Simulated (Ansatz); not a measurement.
Phonons of CsSnI$_{3}$ (cubic perovskite) at Γ, X = (0.5, 0.0, 0.0), M = (0.5, 0.5, 0.0), R = (0.5, 0.5, 0.5).

CsSnI3 (cubic perovskite)

```xyz
5
Lattice="6.2712 0.0000 0.0000 0.0000 6.2712 0.0000 0.0000 0.0000 6.2712" Properties=species:S:1:pos:R:3 pbc="T T T"
Cs     0.0000     0.0000     0.0000
Sn     3.1356     3.1356     3.1356
I      0.0000     3.1356     3.1356
I      3.1356     3.1356     0.0000
I      3.1356     0.0000     3.1356
```

These are PBE (plane waves to 420 eV, PAW, scalar-relativistic; Ansatz, a program for electronic structure) values and carry that method's errors. DFPT wavenumbers on a 6×6×6 k mesh, in cm⁻¹; i marks imaginary ones, q is in fractions of the reciprocal vectors of the cell shown, and the three acoustic modes at Γ are left out. The non-analytic (LO-TO) term is not included, so polar modes at Γ have their transverse values. CsSnI3 was relaxed with its symmetry unable to fall. Spin-orbit coupling is left out, though I is heavy. The PAW data are Ansatz's earlier set. This is a high-temperature form of CsSnI3.

| q | wavenumbers (cm⁻¹) |
|---|---|
| Γ | 9 (×3), 21 (×3), 23 (×3), 48 (×3) |
| X = (0.5, 0.0, 0.0) | 11 (×2), 15 (×2), 27, 27 (×2), 31 (×2), 32, 33, 46 (×2), 102, 107 |
| M = (0.5, 0.5, 0.0) | 19i, 13, 15 (×2), 27 (×2), 30 (×2), 36, 44, 45, 97, 104 (×2), 111 |
| R = (0.5, 0.5, 0.5) | 20i (×3), 14 (×3), 44 (×3), 97 (×2), 106 (×3), 113 |

The structure is unstable at this level: the lowest mode is 20i cm⁻¹ at R = (0.5, 0.5, 0.5).

Highest mode: 113 cm⁻¹ at R = (0.5, 0.5, 0.5).
